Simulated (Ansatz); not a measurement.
## C (R-3m), two-dimensional strain map

Theory: DFT r2SCAN, scalar-relativistic, plane waves, PAW in Ansatz 0.2.0. Settings: plane waves to 500 eV, k-mesh 12×12×12 (Γ-centred), Gaussian smearing 0.05 eV. No spin polarisation. Energies are free energies at this smearing, counted from the undisturbed cell; pressure is positive in compression.

Zero of the scan (relaxed at this level):

```yaml
crystal:
  lattice:
    - [1.25567, 0.72496, 10.33600]
    - [-1.25567, 0.72496, 10.33600]
    - [0.00000, -1.44992, 10.33600]
  atoms:
    - { symbol: C, position: [0.02482, 0.02482, 0.02482] }
    - { symbol: C, position: [0.97518, 0.97518, 0.97518] }
    - { symbol: C, position: [0.10870, 0.10870, 0.10870] }
    - { symbol: C, position: [0.89130, 0.89130, 0.89130] }
    - { symbol: C, position: [0.15837, 0.15837, 0.15837] }
    - { symbol: C, position: [0.84163, 0.84163, 0.84163] }
    - { symbol: C, position: [0.37485, 0.37485, 0.37485] }
    - { symbol: C, position: [0.62515, 0.62515, 0.62515] }
    - { symbol: C, position: [0.42533, 0.42533, 0.42533] }
    - { symbol: C, position: [0.57467, 0.57467, 0.57467] }
```

The cell is strained by p along both x and y and by q along z, fractional coordinates fixed. Points are written (p, q).

Energy above the undisturbed cell in meV/atom (a dash: not computed):

| p \ q | -0.080 | -0.040 | 0.000 | 0.040 | 0.080 |
| --- | --- | --- | --- | --- | --- |
| -0.080 | 569.1 | 417.0 | 363.8 | 385.2 | 462.9 |
| -0.040 | 271.2 | 127.5 | 82.0 | 110.3 | ? |
| 0.000 | 177.5 | 40.0 | 0.0 | 32.9 | 120.0 |
| 0.040 | ? | ? | 67.0 | 103.0 | 192.0 |
| 0.080 | 402.8 | 275.4 | 242.9 | ? | 370.9 |

(1) Fill in the withheld energies.

## Answers

(1) (-0.040, 0.080): 193.9; (0.040, -0.080): 235.2; (0.040, -0.040): 102.9; (0.080, 0.040): 280.9.